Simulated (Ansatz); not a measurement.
Relaxed Pt (fcc, Cu type):

```yaml
crystal:
  lattice:
    - [3.97027, 0.00000, 0.00000]
    - [0.00000, 3.97027, 0.00000]
    - [0.00000, 0.00000, 3.97027]
  atoms:
    - { symbol: Pt, position: [0.00000, 0.00000, 0.00000] }
    - { symbol: Pt, position: [0.50000, 0.50000, 0.00000] }
    - { symbol: Pt, position: [0.50000, 0.00000, 0.50000] }
    - { symbol: Pt, position: [0.00000, 0.50000, 0.50000] }
```

In each cell atom 1 (Pt, nearest neighbour Pt at 2.807 Å; its periodic images, 4.0 Å or more away, move with it) moves by s·(1.000, 0.000, 0.000) (along Cartesian x), the rest being held.

Computed with PBE (plane waves to 420 eV, PAW, scalar-relativistic; Ansatz, a quantum-chemistry and plane-wave program). k mesh 10×10×10 (Γ-centred), Fermi-Dirac smearing 0.05 eV. The energy includes the smearing's −TS. With partly filled bands, energies and forces of such displacements shift with the k mesh and the smearing. Pt is run without spin polarisation. Pt was relaxed with its symmetry unable to fall. Spin-orbit coupling is left out, though Pt is heavy. The zero of ΔE is the undisplaced structure.

Successive frames, forces in eV/Å:

```json
[
 {"frame": "s = 0.560 Å", "ΔE (eV/cell)": "1.882", "F on Pt1": "(-7.086, 0.000, 0.000)", "F on Pt2": "(3.750, 0.000, 0.000)", "F on Pt3": "(3.750, 0.000, 0.000)", "F on Pt4": "(-0.414, 0.000, 0.000)"},
 {"frame": "s = 0.448 Å", "ΔE (eV/cell)": "1.178", "F on Pt1": "(-5.502, 0.000, 0.000)", "F on Pt2": "(2.904, 0.000, 0.000)", "F on Pt3": "(2.904, 0.000, 0.000)", "F on Pt4": "(-0.305, 0.000, 0.000)"},
 {"frame": "s = 0.336 Å", "ΔE (eV/cell)": "0.648", "F on Pt1": "(-3.962, 0.000, 0.000)", "F on Pt2": "(2.083, 0.000, 0.000)", "F on Pt3": "(2.083, 0.000, 0.000)", "F on Pt4": "(-0.204, 0.000, 0.000)"},
 {"frame": "s = 0.224 Å", "ΔE (eV/cell)": "0.284", "F on Pt1": "(-2.565, 0.000, 0.000)", "F on Pt2": "(1.346, 0.000, 0.000)", "F on Pt3": "(1.346, 0.000, 0.000)", "F on Pt4": "(-0.127, 0.000, 0.000)"}
]
```

### Question
What are the energy and the forces in the next frame, s = 0.112 Å?

### Answer
ΔE (eV/cell) = 0.071.

```json
[
 {"atom": "Pt1", "Fx": "-1.262", "Fy": "0.000", "Fz": "0.000"},
 {"atom": "Pt2", "Fx": "0.661", "Fy": "0.000", "Fz": "0.000"},
 {"atom": "Pt3", "Fx": "0.661", "Fy": "0.000", "Fz": "0.000"},
 {"atom": "Pt4", "Fx": "-0.060", "Fy": "0.000", "Fz": "0.000"}
]
```

(A displaced cell: forces are minus the slopes of the energy, force constants its curvatures, and phonons follow from these.)
